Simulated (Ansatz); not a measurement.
# Ga3Sb: how the energy converges with the cutoff

Ga3Sb, I4/mmm, a = 4.318 Å, c = 9.521 Å. The structure is a Materials Project entry; whether it is the stable form wasn't checked. Ansatz: PBEsol, PAW, cutoff varied, Γ-centred 14×14×14 mesh on 4 atoms, Gaussian smearing 0.10 eV; no spin polarisation. Single points at one geometry, the cutoff alone changed; ΔE is the energy at zero smearing over the run at 850 eV (runs within 0.3 meV/atom of it are left out). The runs up to 380 eV lie under the cutoff recommended for these PAW datasets.

```tsv
cutoff (eV)	ΔE (meV/atom)
150	47482.66
200	8670.84
250	1193.06
300	106.21
350	6.16
380	?
420	1.36
460	0.66
```

**Question.** Assume ΔE falls exponentially with the cutoff, fit y = ln ΔE against x, the cutoff in eV, to the other rows, and predict the missing value.

**Answer.** y = 10.768, 9.068, 7.084, 4.665, 1.818, 0.307, -0.416. Means x = 304.3, y = 4.7563; Σ(Δx)² = 77371, ΣΔxΔy = -2958; the slope is their ratio. y = 16.39 − 0.03823 x, a factor of ten per 60 eV. At 380 eV this gives ΔE = 6.44 meV/atom. The run gave 2.04, a ratio of 3.16. Between neighbouring rows the decay runs from a factor of ten per 40 eV to one per 227 eV, so one exponential is only a rough guide.